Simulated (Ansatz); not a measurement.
KZnF3 (cubic perovskite, Pm-3m) at seven volumes, the program Ansatz at the PBE level (PAW), scaled uniformly. One row is withheld.

```json
[
 {"V (Å³/atom)": "12.798", "P (GPa)": "8.23"},
 {"V (Å³/atom)": "13.220", "P (GPa)": "?"},
 {"V (Å³/atom)": "13.642", "P (GPa)": "2.29"},
 {"V (Å³/atom)": "14.064", "P (GPa)": "0.00"},
 {"V (Å³/atom)": "14.486", "P (GPa)": "-1.93"},
 {"V (Å³/atom)": "14.908", "P (GPa)": "-3.56"},
 {"V (Å³/atom)": "15.330", "P (GPa)": "-4.93"}
]
```

**Question.** Fit the shown pressures and predict the withheld one.

**Answer.** P = (3/2)B₀(x^(7/2) − x^(5/2))[1 + (3/4)(B′ − 4)(x − 1)] with x = (V₀/V)^(2/3). Least squares on the six rows gives V₀ = 14.064 Å³/atom, B₀ = 69.9 GPa, B′ = 4.67. At V = 13.220, x = 1.0421 and P = 5.00 GPa. The run itself gave 5.01 GPa.

Symmetry was held in the PBE relaxation.

Potentials: the later of the program's two PAW sets.
